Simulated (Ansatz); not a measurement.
Ru (dhcp): energy against volume

Method: Ansatz 0.2.0, DFT, BLYP, plane waves (420 eV) with PAW, scalar-relativistic. (PAW data from PBE, frozen cores regenerated.)

The cell is scaled uniformly from the relaxed one, with fractional coordinates and shape fixed. Energies are extrapolated to zero smearing, pressures are those at the given smearing. Magnetic state: spin not included.

A Birch-Murnaghan fit gives V₀ = 14.47 Å³/atom, B₀ = 266 GPa, B₀′ = 4.9.

**Question.** What are the energy above the minimum and the pressure at 12.755 Å³/atom?

**Answer.** 216.4 meV/atom and 46.03 GPa as computed.

**Question.** What are the energy above the minimum and the pressure at 13.334 Å³/atom?

**Answer.** 86.9 meV/atom and 26.90 GPa as computed.

**Question.** What are the energy above the minimum and the pressure at 15.654 Å³/atom?

**Answer.** 68.7 meV/atom and -16.85 GPa as computed.
